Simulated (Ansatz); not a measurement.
Pd (dhcp (α-La type), space group No. 194) under volume change, r²SCAN in the plane-wave PAW code Ansatz, shape and atoms relaxed at each volume.

```
V (Å³/atom)  E − E(relaxed) (meV/atom)     P (GPa)
-----------  -------------------------  ----------
13.678                            84.9       22.26
14.129                            35.2       13.37
14.580                      (withheld)  (withheld)
15.031                             0.0        0.01
15.482                      (withheld)  (withheld)
15.932                            26.9       -8.98
16.383                            57.0      -12.29
```

Q: Some entries are withheld; supply them.

A: 
- 15.482, E − E(relaxed) (meV/atom): 7.2
- 15.482, P (GPa): -4.93
- 14.580, E − E(relaxed) (meV/atom): 8.2
- 14.580, P (GPa): 6.04

Q: What does a third-order Birch–Murnaghan fit give for V₀, B₀ and B′?

A: V₀ = 15.03 Å³/atom, B₀ = 181 GPa, B′ = 5.6.

Space group P6_3/mmc (dhcp (α-La type)). The first step of the workflow began from a Materials Project structure, measured or hypothetical; the Crystallography Open Database copy checked does not list it. It is not the phase usual at ambient conditions (space group No. 225). Symmetry was held in the r²SCAN relaxation; whether a distortion lowers the energy is not shown. Spin order of the final state: ferromagnetic, the only order run, not a proven ground state. Other orbital occupations within this spin state were not tried.

Potentials: the earlier of the program's two PAW sets.
